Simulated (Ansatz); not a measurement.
Data:

Starting cell, Al₂Cu (Al2Cu type, space group I4/mcm):

```yaml
crystal:
  lattice:
    - [-3.02979, 3.02979, 2.43726]
    - [3.02979, -3.02979, 2.43726]
    - [3.02979, 3.02979, -2.43726]
  atoms:
    - { symbol: Al, position: [0.65828, 0.15828, 0.81655] }
    - { symbol: Al, position: [0.84172, 0.65828, 0.50000] }
    - { symbol: Al, position: [0.15828, 0.34172, 0.50000] }
    - { symbol: Al, position: [0.34172, 0.84172, 0.18345] }
    - { symbol: Cu, position: [0.25000, 0.25000, 0.00000] }
    - { symbol: Cu, position: [0.75000, 0.75000, 0.00000] }
```

Two-dimensional scan of atom 1 (Al, nearest neighbour Cu at 2.587 Å; its periodic images, 4.9 Å or more away, move with it): u runs along (1.000, 0.000, 0.000), v along (0.000, 1.000, 0.000) (Cartesian). Cell and other atoms are fixed.

The numbers are results of PBE (plane waves to 420 eV, PAW, scalar-relativistic; Ansatz, an electronic-structure program), not measurements. k mesh 10×10×10 (Γ-centred), Fermi-Dirac smearing 0.05 eV. Energies are smeared free energies. Points where atoms come too close for the PAW data are left out (x in tables, blank in figures). With partly filled bands, energies and forces of such displacements shift with the k mesh and the smearing. Al2Cu is run without spin polarisation. Al2Cu was relaxed with its symmetry unable to fall. The zero of ΔE is the undisplaced structure. Axes are in Å.

The scan covers u from -0.850 to 0.850 Å in 7 points and v from -0.850 to 0.850 Å in 7 points.

Question: In which direction of the plane is the atom held most weakly?

Answer: 45° from u towards v.

Question: What are the two principal curvatures of the energy at the centre?

Answer: 4.5 and 6.0 eV/Å².

(For displaced atoms, the force is minus the slope of the energy, and its curvature is a force constant, which sets phonon frequencies.)
